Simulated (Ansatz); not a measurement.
**VN2 (I4/mcm), stationary points along a deformation path**

Level of theory: Ansatz 0.2.0, DFT PBE, scalar-relativistic, plane waves, PAW. Cutoff 420 eV, Γ-centred 18×18×18 k-points, Gaussian smearing of 0.15 eV. No spin polarisation. Energies are free energies at this smearing, counted from the undisturbed cell; pressure is positive in compression.

Reference structure (relaxed at this level; with this scan's settings it stands at 0.1 GPa):

```
V N
1.0
    -2.15335    2.15335    2.48424
     2.15335   -2.15335    2.48424
     2.15335    2.15335   -2.48424
V N
2 4
Direct
  0.25000 0.25000 0.00000
  0.75000 0.75000 0.00000
  0.11357 0.61357 0.72715
  0.61357 0.88643 0.50000
  0.88643 0.38643 0.27285
  0.38643 0.11357 0.50000
```

At fixed volume and fractional coordinates, lengths along (0.000, 0.000, 1.000) are scaled against those across it; ρ is that ratio over its starting value. V = 7.679 Å³/atom. Δσ is the stress along the axis less the mean stress across it (compression positive).

```
    ρ  ΔE (meV/atom)  Δσ (GPa) space group
0.850          280.6    114.78       I4/mcm
0.920           67.5     54.05       I4/mcm
0.960           15.0     23.80       I4/mcm
1.000            0.0      0.29       I4/mcm
1.050           16.4    -20.91       I4/mcm
1.100           63.7    -43.22       I4/mcm
1.200          247.3    -88.90       I4/mcm
```

**Question.** How does the stress give the slope of the energy, and where is the energy stationary?

**Answer.** Along the path d ln(length) is 2/3 d ln ρ on the axis and −1/3 d ln ρ across it, so dE/d ln ρ = −(2/3) V Δσ: the energy falls with ρ where Δσ is positive. Δσ vanishes or changes sign between ρ = 1.000 and 1.050, a minimum (near 1.00 by linear interpolation). Pairs of stationary points between two samples would go unseen, and could change a minimum read from distant neighbours into a maximum.

**Question.** Integrate that slope from ρ = 1 to 1.200 by the trapezoid rule.

**Answer.** With V/N in Å³ and 1 eV/Å³ = 160.2 GPa the slopes at ρ = 1.000, 1.050, 1.100, 1.200 are -9, 668, 1381, 2841 meV/atom per unit of ln ρ. The steps add 16.1 + 47.7 + 183.7 = 247.4 meV/atom, against 247.3 from the energies; the trapezoid rule misses the curvature of the slope within each step.

Forces appear on the atoms along this scan, and letting them relax would lower the energy and soften the response. In a metal these slopes depend on the k mesh and the smearing.

Cost: 7 runs of about 3.7 core-minutes in all, on Intel Xeon Platinum 8488C (Sapphire Rapids) (shared hosts).